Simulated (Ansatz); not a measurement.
**SiO2, one structure, two calculations**

Cell: a structure deposited in the COD (the cell was measured well above room temperature), ions relaxed with PBE at fixed cell.

```cif
data_structure
_symmetry_space_group_name_H-M 'P 1'
_symmetry_Int_Tables_number 1
_cell_length_a 4.9930
_cell_length_b 4.9930
_cell_length_c 7.0050
_cell_angle_alpha 90.000
_cell_angle_beta 90.000
_cell_angle_gamma 90.000
_cell_volume 174.63
loop_
_atom_site_label
_atom_site_type_symbol
_atom_site_fract_x
_atom_site_fract_y
_atom_site_fract_z
_atom_site_occupancy
Si1 Si 0.30241 0.30241 0.00000 1
Si2 Si 0.19759 0.80241 0.25000 1
Si3 Si 0.69759 0.69759 0.50000 1
Si4 Si 0.80241 0.19759 0.75000 1
O5 O 0.23776 0.11089 0.18195 1
O6 O 0.38911 0.73776 0.43195 1
O7 O 0.76224 0.88911 0.68195 1
O8 O 0.61089 0.26224 0.93195 1
O9 O 0.73776 0.38911 0.56805 1
O10 O 0.88911 0.76224 0.31805 1
O11 O 0.26224 0.61089 0.06805 1
O12 O 0.11089 0.23776 0.81805 1
```

Sites (sets of like atoms) are named by element and the number of their first atom in this list.

First run. Computed with Ansatz: DFT, PBE, plane waves and PAW, scalar-relativistic, 420 eV cutoff, Γ-centred 5×5×3 k-points, Fermi–Dirac smearing 0.02 eV.

```csv
site,atom,V_zz (10²¹ V/m²),η
Si,1,-0.41,0.75
O,5,9.57,0.17
```

Second run. The same atoms and settings, except that the functional is r2SCAN and the cutoff is 500 eV.

Problem. Given the first result, estimate the second.

Solution. 

| site | atom | V_zz | η | change of V_zz |
| --- | --- | --- | --- | --- |
| Si | 1 | -0.40 | 0.70 | +0.01 |
| O | 5 | 9.45 | 0.17 | -0.12 |

The largest change of V_zz is on O, from 9.57 to 9.45. In per cent, |V_zz| changes by -1 on O (all sites that start above 0.5).

For the second run: The largest force is 0.3 eV/Å, so the atoms aren't at the calculated equilibrium and relaxing them would move these values.
